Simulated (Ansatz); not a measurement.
**Zr3Cd2: how the free axis answers a strain**

Zr3Cd2, P4/mmm, a = 5.502 Å, c = 5.091 Å. The structure is a COD entry; whether it is the stable form wasn't checked. Ansatz: PBEsol, PAW, 420 eV, Γ-centred 8×8×8 mesh on 5 atoms, Gaussian smearing 0.10 eV; no spin polarisation. Series: biaxial strain in the a-b plane, c and atoms relaxed; x is the strain in per cent. y is the change of c in per cent of 5.091 Å.

| x (%) | y (%) |
| --- | --- |
| -4.5 | 0.42 |
| -3.0 | 0.21 |
| -1.5 | ? |
| 0.0 | 0.00 |
| 1.5 | -0.09 |
| 3.0 | -0.18 |
| 4.5 | -0.27 |

Fit y = c1 x + c2 x² to the other rows, say what c1 measures, and predict the missing y.

Least squares on the rows shown. y = −0.07278 x + 0.003394 x². With no stress along c, c1 = −2C13/C33 = -0.073. With a term in x³ added, the coefficient of x becomes -0.05769, 21 % less, which shows how far this figure hangs on the form. At x = -1.5 the fit asked for gives 0.12 %. The run gave 0.09 %, so the fit is 0.03 % too high, within twice the rms miss on the fitted rows (0.02 %).

Cost: 7 runs of about 3.5 core-minutes in all, on AMD EPYC 9R45 (Zen 5) (shared hosts).